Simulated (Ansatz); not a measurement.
Q: Each is relaxed and computed with plane-wave PAW PBE (Ansatz code). Which is the only one with a gap?
A) BP, rock salt
B) MoP, P-6m2 (Mo on 1a, P on 1d)
C) AlP, P6_422 (Al on 3c, P on 3d)
D) TiAlMo2C2, P6_3/mmc (Mo on 4f, Ti on 2a, Al on 2b, C on 4f)

A: C, AlP, P6_422 (Al on 3c, P on 3d). AlP: gap 0.95 eV (indirect); BP: metal; MoP: metal; TiAlMo2C2: metal. Typed or built starts, not in the databases checked: AlP, P6_422 (Al on 3c, P on 3d); BP, rock salt; TiAlMo2C2, P6_3/mmc (Mo on 4f, Ti on 2a, Al on 2b, C on 4f). Not the usual ambient phase: AlP, P6_422 (Al on 3c, P on 3d); BP, rock salt. All cells were relaxed under the symmetry of their starts (and spin orders); stability against distortions was not tested throughout. Rows with no word on spin ran without spin polarisation. Scalar-relativistic: spin–orbit coupling is off unless named, which matters more the heavier the elements.

Potentials: the earlier of the program's two PAW sets.
